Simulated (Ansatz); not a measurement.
Consider a crystal of YbPdSe₃ in space group Pm-3m (No. 221), with Yb on 1b; Pd on 1a; Se on 3c.

Theory: DFT PBE, scalar-relativistic, plane waves, PAW in Ansatz. Cutoff 420 eV, Γ-centred mesh, Gaussian smearing, collinear spin.

The zero of energy is the elements' standard structures at the same level; no fitted shifts are applied.

Problem. Which cell and coordinates does it relax to?

Solution.

Space group Pm-3m (No. 221). a = 5.301 Å, b = 5.301 Å, c = 5.301 Å, α = 90.00°, β = 90.00°, γ = 90.00°
| atom | site | symmetry | x | y | z |
| --- | --- | --- | --- | --- | --- |
| Yb | 1b | m-3m | 0.5000 | 0.5000 | 0.5000 |
| Pd | 1a | m-3m | 0.0000 | 0.0000 | 0.0000 |
| Se | 3c | 4/mm.m | 0.0000 | 0.5000 | 0.5000 |

It has the cubic perovskite type. Yb has 6 Se at 2.65 Å; Pd has 12 Se at 3.75 Å (long contacts); Se has 2 Yb at 2.65 Å, 4 Pd at 3.75 Å and 8 Se at 3.75 Å.

Problem. And its energy and gap?

Solution. The energy over the elements is +0.15 eV/atom and the gap on the 8×8×8 mesh of the 5-atom cell is 0 eV (a metal). The net moment per atom is 0.00 μB and the moment by site is all under 0.1 μB. The separate elements lie lower, so it is unstable against them.

The last run used collinear spin and Gaussian smearing of 0.10 eV. The reference form of Se is held partly by dispersion forces, which this level lacks. The 4f shell of Yb is treated without a Hubbard U. Symmetry constrained the relaxation, so the result can be a saddle point. Site moments count only spheres around the atoms; the net moment includes the space between them.
